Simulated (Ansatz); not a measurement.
An Ansatz (a quantum-chemistry and plane-wave program) run. Input:

Ansatz 0.2 input:
```yaml
crystal:
  lattice:
    - [0.0, 3.0483238286, 3.0483238286]
    - [3.0483238286, 0.0, 3.0483238286]
    - [3.0483238286, 3.0483238286, 0.0]
  atoms:
    - { symbol: In, position: [0.0, 0.0, 0.0] }
    - { symbol: Te, position: [0.5, 0.5, 0.5] }
kpoints:
  mp_grid: { grid: [24, 24, 24] }
hamiltonian:
  xc: lda
  pseudopotentials: { kind: paw }
scf:
  occupations: { method: fermi_dirac, width: 0.1 }
elastic: { mode: relaxed_ion, stencil: two_point, amplitude: 0.005, f_tol: 0.0005 }
```

Output (shortened):

```
Pseudopotential: In, paw, valence charge 13
Pseudopotential: Te, paw, valence charge 16
Functional definition: SPW92
Crystal: 2 atoms, lattice volume = 56.652 Å³
Basis set: ecut = 420 eV, 1067 PW (Γ)
Bands: 19, of which v1, the nominal top of the filled ones, is band 15 counted from 1 (14 counted from 0)
Symmetry: 48 space group operations
Space group: Fm-3m (ITA 225), of the structure as read, at distance tolerance 3.8e-5 Å
k-points: 413 of 13824
SCF iter   1: F=—  HF=-12284.968101 eV  |F-HF|=—  |Δ(HF+E_count)|=         —  Δρ=5.99e-3  dr2=1.09e-2  ethr=1.77e-3  ⟨swp⟩=5.8  Hψ=39874  notcnv=0
preconditioner: auto → Kerker (q_TF=auto, 2.440 Å⁻¹)
SCF iter   2: F=—  HF=-12284.962233 eV  |F-HF|=—  |Δ(HF+E_count)|=   5.87e-3  Δρ=3.06e-3  dr2=3.07e-3  ethr=3.76e-5  ⟨swp⟩=2.1  Hψ=13501  notcnv=0
SCF iter   3: F=—  HF=-12284.961333 eV  |F-HF|=—  |Δ(HF+E_count)|=   9.00e-4  Δρ=5.18e-4  dr2=1.46e-4  ethr=1.06e-5  ⟨swp⟩=2.0  Hψ=12230  notcnv=0
SCF iter   4: F=—  HF=-12284.961291 eV  |F-HF|=—  |Δ(HF+E_count)|=   4.22e-5  Δρ=2.57e-4  dr2=3.77e-5  ethr=5.03e-7  ⟨swp⟩=2.0  Hψ=13757  notcnv=0
SCF iter   5: F=—  HF=-12284.961283 eV  |F-HF|=—  |Δ(HF+E_count)|=   8.13e-6  Δρ=6.79e-5  dr2=2.46e-6  ethr=1.30e-7  ⟨swp⟩=2.4  Hψ=10953  notcnv=0
SCF iter   6: F=—  HF=-12284.961282 eV  |F-HF|=—  |Δ(HF+E_count)|=   5.25e-7  Δρ=1.37e-5  dr2=8.13e-8  ethr=8.47e-9  ⟨swp⟩=2.0  Hψ=13873  notcnv=0
SCF iter   7: F=—  HF=-12284.961282 eV  |F-HF|=—  |Δ(HF+E_count)|=   2.96e-8  Δρ=2.48e-6  dr2=4.46e-9  ethr=2.80e-10  ⟨swp⟩=2.0  Hψ=13903  notcnv=0
SCF iter   8: F=—  HF=-12284.961282 eV  |F-HF|=—  |Δ(HF+E_count)|=   2.25e-9  Δρ=6.59e-7  dr2=3.98e-10  ethr=1.54e-11  ⟨swp⟩=2.1  Hψ=9363  notcnv=0
SCF iter  11: F=-12284.961282 eV  HF=-12284.961282 eV  |F-HF|=0.00e0  |Δ(HF+E_count)|=  1.82e-12  Δρ=2.77e-9  dr2=2.40e-15  ethr=1.00e-12  ⟨swp⟩=5.0  Hψ=26806  notcnv=0
SCF 1 converged in 11 iterations: F = -12284.961282 eV  dr2 = 2.40e-15
Crystal: 2 atoms, lattice volume = 56.368 Å³
Symmetry: 16 space group operations
k-points: 1063 of 13824
iter 1 solved again at ethr=1.56e-7 eV; its pass at ethr=3.10e-3 eV (dr2=4.53e-5 eV) is discarded
SCF iter   1: F=—  HF=-12284.960643 eV  |F-HF|=—  |Δ(HF+E_count)|=         —  Δρ=2.12e-4  dr2=1.93e-5  ethr=1.56e-7  ⟨swp⟩=3.0  Hψ=129864  notcnv=0
preconditioner: auto → Kerker (q_TF=auto, 2.442 Å⁻¹)
SCF iter   2: F=—  HF=-12284.960640 eV  |F-HF|=—  |Δ(HF+E_count)|=   2.50e-6  Δρ=1.34e-4  dr2=8.24e-6  ethr=6.67e-8  ⟨swp⟩=1.0  Hψ=20197  notcnv=0
SCF iter   3: F=—  HF=-12284.960640 eV  |F-HF|=—  |Δ(HF+E_count)|=   4.14e-7  Δρ=1.56e-5  dr2=2.15e-7  ethr=2.84e-8  ⟨swp⟩=1.3  Hψ=20567  notcnv=0
SCF iter   4: F=—  HF=-12284.960639 eV  |F-HF|=—  |Δ(HF+E_count)|=   3.72e-7  Δρ=5.61e-6  dr2=2.76e-8  ethr=7.43e-10  ⟨swp⟩=2.1  Hψ=30022  notcnv=0
SCF iter   5: F=—  HF=-12284.960639 eV  |F-HF|=—  |Δ(HF+E_count)|=   3.95e-9  Δρ=1.64e-6  dr2=2.26e-9  ethr=9.50e-11  ⟨swp⟩=2.0  Hψ=35692  notcnv=0
SCF iter   6: F=—  HF=-12284.960639 eV  |F-HF|=—  |Δ(HF+E_count)|=  2.18e-11  Δρ=3.79e-7  dr2=9.55e-11  ethr=7.78e-12  ⟨swp⟩=2.9  Hψ=36480  notcnv=0
SCF iter   7: F=—  HF=-12284.960639 eV  |F-HF|=—  |Δ(HF+E_count)|=    0.00e0  Δρ=7.74e-8  dr2=3.69e-12  ethr=3.29e-13 (applied; sched 1.00e-12)  ⟨swp⟩=2.9  Hψ=35157  notcnv=0
SCF iter   8: F=—  HF=-12284.960639 eV  |F-HF|=—  |Δ(HF+E_count)|=  7.28e-12  Δρ=2.25e-8  dr2=2.20e-13  ethr=1.27e-14 (applied; sched 1.00e-12)  ⟨swp⟩=2.0  Hψ=30224  notcnv=0
SCF iter   9: F=-12284.960639 eV  HF=-12284.960639 eV  |F-HF|=0.00e0  |Δ(HF+E_count)|=  3.64e-12  Δρ=5.53e-9  dr2=1.56e-14  ethr=1.00e-12  ⟨swp⟩=4.8  Hψ=67882  notcnv=0
SCF 2 converged in 9 iterations: F = -12284.960639 eV  dr2 = 1.56e-14
Crystal: 2 atoms, lattice volume = 56.935 Å³
Basis set: ecut = 420 eV, 1107 PW (Γ)
iter 1 solved again at ethr=4.74e-10 eV; its pass at ethr=3.10e-3 eV (dr2=1.38e-7 eV) is discarded
SCF iter   1: F=—  HF=-12284.961091 eV  |F-HF|=—  |Δ(HF+E_count)|=         —  Δρ=7.38e-5  dr2=1.44e-7  ethr=4.74e-10  ⟨swp⟩=2.8  Hψ=119147  notcnv=0
preconditioner: auto → Kerker (q_TF=auto, 2.438 Å⁻¹)
SCF iter   2: F=—  HF=-12284.961093 eV  |F-HF|=—  |Δ(HF+E_count)|=   2.22e-6  Δρ=3.75e-5  dr2=4.55e-8  ethr=4.74e-10  ⟨swp⟩=1.0  Hψ=20197  notcnv=0
SCF iter   3: F=—  HF=-12284.961094 eV  |F-HF|=—  |Δ(HF+E_count)|=   7.62e-7  Δρ=1.54e-6  dr2=6.17e-10  ethr=1.57e-10  ⟨swp⟩=2.0  Hψ=22452  notcnv=0
SCF iter   4: F=—  HF=-12284.961094 eV  |F-HF|=—  |Δ(HF+E_count)|=  8.22e-10  Δρ=5.09e-7  dr2=2.72e-11  ethr=2.13e-12  ⟨swp⟩=2.8  Hψ=35518  notcnv=0
SCF iter   5: F=—  HF=-12284.961094 eV  |F-HF|=—  |Δ(HF+E_count)|=  1.16e-10  Δρ=6.73e-8  dr2=2.36e-12  ethr=9.37e-14 (applied; sched 1.00e-12)  ⟨swp⟩=2.0  Hψ=32536  notcnv=0
SCF iter   6: F=—  HF=-12284.961094 eV  |F-HF|=—  |Δ(HF+E_count)|=  3.64e-12  Δρ=1.70e-8  dr2=2.25e-13  ethr=8.15e-15 (applied; sched 1.00e-12)  ⟨swp⟩=3.0  Hψ=31592  notcnv=0
SCF iter   7: F=-12284.961094 eV  HF=-12284.961094 eV  |F-HF|=1.82e-12  |Δ(HF+E_count)|=  1.82e-12  Δρ=5.84e-9  dr2=2.52e-14  ethr=1.00e-12  ⟨swp⟩=4.3  Hψ=66200  notcnv=0
SCF 3 converged in 7 iterations: F = -12284.961094 eV  dr2 = 2.52e-14
Crystal: 2 atoms, lattice volume = 56.651 Å³
Basis set: ecut = 420 eV, 1075 PW (Γ)
Symmetry: 8 space group operations
k-points: 1963 of 13824
iter 1 solved again at ethr=4.58e-8 eV; its pass at ethr=3.10e-3 eV (dr2=1.33e-5 eV) is discarded
SCF iter   1: F=—  HF=-12284.961227 eV  |F-HF|=—  |Δ(HF+E_count)|=         —  Δρ=8.11e-5  dr2=3.65e-6  ethr=4.58e-8  ⟨swp⟩=3.1  Hψ=234513  notcnv=0
preconditioner: auto → Kerker (q_TF=auto, 2.440 Å⁻¹)
SCF iter   2: F=—  HF=-12284.961228 eV  |F-HF|=—  |Δ(HF+E_count)|=   2.25e-7  Δρ=5.00e-5  dr2=1.73e-6  ethr=1.26e-8  ⟨swp⟩=1.0  Hψ=37302  notcnv=0
SCF iter   3: F=—  HF=-12284.961227 eV  |F-HF|=—  |Δ(HF+E_count)|=   5.26e-7  Δρ=9.03e-6  dr2=4.30e-8  ethr=5.97e-9  ⟨swp⟩=2.0  Hψ=46133  notcnv=0
SCF iter   4: F=—  HF=-12284.961227 eV  |F-HF|=—  |Δ(HF+E_count)|=   5.85e-9  Δρ=1.92e-6  dr2=3.48e-9  ethr=1.48e-10  ⟨swp⟩=2.2  Hψ=55465  notcnv=0
SCF iter   5: F=—  HF=-12284.961227 eV  |F-HF|=—  |Δ(HF+E_count)|=  5.11e-10  Δρ=6.36e-7  dr2=2.59e-10  ethr=1.20e-11  ⟨swp⟩=2.1  Hψ=65586  notcnv=0
SCF iter   6: F=—  HF=-12284.961227 eV  |F-HF|=—  |Δ(HF+E_count)|=  7.28e-12  Δρ=2.13e-7  dr2=2.06e-11  ethr=8.92e-13 (applied; sched 1.00e-12)  ⟨swp⟩=2.0  Hψ=65782  notcnv=0
SCF iter   7: F=—  HF=-12284.961227 eV  |F-HF|=—  |Δ(HF+E_count)|=  9.09e-12  Δρ=3.32e-8  dr2=5.39e-13  ethr=7.11e-14 (applied; sched 1.00e-12)  ⟨swp⟩=2.6  Hψ=61609  notcnv=0
SCF iter   8: F=-12284.961227 eV  HF=-12284.961227 eV  |F-HF|=1.82e-12  |Δ(HF+E_count)|=  3.64e-12  Δρ=1.04e-8  dr2=5.10e-14  ethr=1.00e-12  ⟨swp⟩=5.0  Hψ=130065  notcnv=0
SCF 4 converged in 8 iterations: F = -12284.961227 eV  dr2 = 5.10e-14
Crystal: 2 atoms, lattice volume = 56.651 Å³
iter 1 solved again at ethr=5.45e-11 eV; its pass at ethr=3.10e-3 eV (dr2=1.58e-8 eV) is discarded
SCF iter   1: F=—  HF=-12284.961226 eV  |F-HF|=—  |Δ(HF+E_count)|=         —  Δρ=3.29e-5  dr2=1.58e-8  ethr=5.45e-11  ⟨swp⟩=3.1  Hψ=227461  notcnv=0
preconditioner: auto → Kerker (q_TF=auto, 2.440 Å⁻¹)
SCF iter   2: F=—  HF=-12284.961227 eV  |F-HF|=—  |Δ(HF+E_count)|=   4.44e-7  Δρ=1.67e-5  dr2=4.71e-9  ethr=5.45e-11  ⟨swp⟩=1.0  Hψ=37297  notcnv=0
SCF iter   3: F=—  HF=-12284.961227 eV  |F-HF|=—  |Δ(HF+E_count)|=   1.53e-7  Δρ=5.13e-7  dr2=1.41e-10  ethr=1.62e-11  ⟨swp⟩=1.0  Hψ=37297  notcnv=0
SCF iter   4: F=—  HF=-12284.961227 eV  |F-HF|=—  |Δ(HF+E_count)|=  6.55e-11  Δρ=8.54e-8  dr2=5.04e-12  ethr=4.86e-13 (applied; sched 1.00e-12)  ⟨swp⟩=2.0  Hψ=46221  notcnv=0
SCF iter   5: F=—  HF=-12284.961227 eV  |F-HF|=—  |Δ(HF+E_count)|=  1.82e-12  Δρ=3.22e-8  dr2=5.38e-13  ethr=1.74e-14 (applied; sched 1.00e-12)  ⟨swp⟩=2.2  Hψ=65589  notcnv=0
SCF iter   6: F=-12284.961227 eV  HF=-12284.961227 eV  |F-HF|=1.82e-12  |Δ(HF+E_count)|=  1.82e-12  Δρ=7.05e-9  dr2=3.28e-14  ethr=1.00e-12  ⟨swp⟩=4.9  Hψ=133777  notcnv=0
SCF 5 converged in 6 iterations: F = -12284.961227 eV  dr2 = 3.28e-14
SCF converged after 11 iterations
Free energy (F): -12284.961282 eV
Harris-Foulkes:  -12284.961282 eV  (|F-HF|=0.00e0)
Internal energy: -12284.933003 eV  (E = F + TS)
E sigma→0 (E₀):  -12284.947143 eV
Entropy (-TS):   -0.028279 eV (-14.139 meV/atom)
Fermi energy:    10.023166 eV
--- Per-component energies (eV) ---
  E_band       = -272.976850
  E_kinetic    = 425.392475
  E_local      = -2282.325236  (includes V_loc(G=0)·N_el)
  E_nonlocal   = 65.295258
  E_hartree    = 1204.650224
  E_xc         = -338.408578
  E_vxc        = -207.164110  (∫ρ·V_xc dr)
  E_paw        = -8523.987186  (= ΣΔE_a)
  E_vpaw       = -683.475492  (= ΣTr[D̂ρ^β])
  E_aug_tail   = -0.000194  (compensation charges beyond the density's cutoff)
  E_ewald      = -2836.512965
  E_core_change = 0.963198  (= ΣΔE_core)
  E_smearing   = -0.028279  (= −TS)
  E_closure    = 0.000000  (closes the sum)
  Σ components = -12284.961282   (vs F -12284.961282, Δ=0.00e0)
  [band-id]    e_kinetic+e_local+e_nonlocal+2·e_hartree+e_vxc+e_vpaw+e_augmentation_tail = -272.976850   (vs E_band -272.976850, Δ=-3.19e-8)
--- Forces (eV/Å), atoms counted from 1 ---
  atom   1  In     0.00000000     0.00000000     0.00000000
  atom   2  Te     0.00000000     0.00000000     0.00000000
  max |Σ_I F_I| component: 0.0 eV/Å
--- Stress (GPa, compression-positive) ---
        0.121311       0.000000       0.000000
        0.000000       0.121311       0.000000
        0.000000       0.000000       0.121311
  P = ⅓ Tr σ = 0.1213 GPa (1.213 kbar)
--- Band table (eV; the first three rows and the last of 413) ---
  k-point 0: bands = ["-26.9529", "-26.9529", "-26.9475", "-26.9475", "-26.9475", "-4.6157", "-4.6157", "-4.5878", "-4.5878", "-4.5878", "-2.8474", "7.7785", "8.3722", "8.3722", "8.3722", "15.3562", "15.3562", "15.3562", "15.6583"]
  k-point 1: bands = ["-26.9529", "-26.9529", "-26.9475", "-26.9475", "-26.9475", "-4.6163", "-4.6163", "-4.5878", "-4.5874", "-4.5874", "-2.8322", "7.4298", "8.3747", "8.3747", "8.6997", "15.1261", "15.2006", "15.2006", "15.7189"]
  k-point 2: bands = ["-26.9529", "-26.9529", "-26.9475", "-26.9475", "-26.9475", "-4.6180", "-4.6180", "-4.5878", "-4.5861", "-4.5861", "-2.7868", "6.8821", "8.3825", "8.3825", "9.1824", "14.7266", "14.8629", "14.8629", "15.7240"]
  k-point 412: bands = ["-26.9532", "-26.9522", "-26.9468", "-26.9468", "-26.9455", "-4.7884", "-4.6274", "-4.5768", "-4.5768", "-4.5393", "-0.9331", "4.3549", "5.4419", "5.4419", "10.4012", "12.5886", "15.3753", "15.3753", "18.2908"]
--- Elastic constants: 2 strain directions × 2 members + reference (group order 48) ---
  dense FFT box of the reference and of every strained cell: 30×30×30
  strains applied: 11, 23; error gains: componentwise 1.00 (the most a stress slope's error grows in a printed constant), spectral 1.73 (1 for all six strains …
  C = ∂σ_k/∂η_j (tension-positive GPa; Voigt order 11 22 33 23 13 12):
        93.941     32.319     32.319      0.000      0.000      0.000
        32.319     93.941     32.319      0.000      0.000      0.000
        32.319     32.319     93.941      0.000      0.000      0.000
         0.000      0.000      0.000     12.177      0.000      0.000
         0.000      0.000      0.000      0.000     12.177      0.000
         0.000      0.000      0.000      0.000      0.000     12.177
  reference stress σ⁰ (GPa):     -0.121     -0.121     -0.121      0.000      0.000      0.000
  C* (energy form; C + prestress term) asymmetry max|C*_kj − C*_jk| = 7.105e-15 GPa — a small one proves nothing (zero by symmetry where the batch's group is …
  moduli (Voigt/Reuss/Hill, GPa): K = 52.86/52.86/52.86   G = 19.63/16.06/17.85   E = 48.12   ν = 0.348
  mechanically stable: yes (min eigenvalue of sym C = 12.18 GPa)
  where every solve meets its electron count the energy-path curvature estimates C_jj along a normal strain and C_jj − ¼(σ⁰_aa + σ⁰_bb) along a shear (ab), of …
  strain η (Voigt 11):  stress-route row diagonal C_11 = 93.94 GPa, energy-path curvature d²(F+E_count+ΔE)/dδ²/Ω₀ = 93.91 GPa
         δ    σ_11 (GPa)             F (eV)   n_scf  n_hpsi   n_pw
    -5.000e-3      -0.6116      -12284.9606394       9  426095   1119   relax 0 steps, max|allowed force component| 0.0 eV/Å
     5.000e-3       0.3278      -12284.9610941       7  347644   1129   relax 0 steps, max|allowed force component| 0.0 eV/Å
  strain η (Voigt 23):  stress-route row diagonal C_44 = 12.18 GPa, energy-path curvature d²(F+E_count+ΔE)/dδ²/Ω₀ = 12.24 GPa
         δ    σ_23 (GPa)             F (eV)   n_scf  n_hpsi   n_pw
    -5.000e-3      -0.0609      -12284.9612270       8  733425   1126   relax 0 steps, max|allowed force component| 0.0 eV/Å
     5.000e-3       0.0609      -12284.9612270       6  584566   1126   relax 0 steps, max|allowed force component| 0.0 eV/Å
```

Cost: roughly 8 core-minutes on shared cores.

The first step of the workflow began from a Materials Project structure, measured or hypothetical; the Crystallography Open Database files this formula in space group No. 225, but the cells were not matched. Its standing as an ambient phase is unchecked. The LDA relaxation kept the symmetry of its start; its stability against distortions is not shown here. As this level gives no gap, shear constants depend on the k-mesh and smearing (Fermi–Dirac, 0.1 eV here). Scalar-relativistic: spin–orbit coupling is off unless named, which matters more the heavier the elements.

Potentials: the later of the program's two PAW sets.

Ansatz is a plane-wave DFT program.
